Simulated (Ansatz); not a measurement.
With PBE in the plane-wave PAW code Ansatz, SiGe in the tetragonal phase (I-4m2; Pearson symbol tI20) relaxes to a = 3.962 Å, c = 28.053 Å. Si on 4e has 4 nearest neighbours from 2.39 Å (tetrahedral); Si on 4f has 4 nearest neighbours from 2.39 Å (tetrahedral); Si on 2b has 4 nearest neighbours from 2.39 Å (tetrahedral); Ge on 4f has 4 nearest neighbours from 2.43 Å (tetrahedral). Its formation energy from the elements is 0.016 eV/atom, with no fitted shifts.

It is gapped at this level: 0.33 eV (direct). The valence maximum lies at Γ and the conduction minimum at Γ. The electron mass is 0.18, 0.18, 1.4 mₑ (principal values).

The start of the workflow was typed in or built on a structure type; neither database checked (COD, Materials Project) lists it. Whether it is the stable phase at ambient conditions was not checked. The PBE relaxation kept the symmetry of its start; whether a distortion lowers the energy is not shown. The references are the lowest solids computed at this level, not always the standard phases. Spin–orbit coupling is left out wherever it is not named.

Potentials: the earlier of the program's two PAW sets.
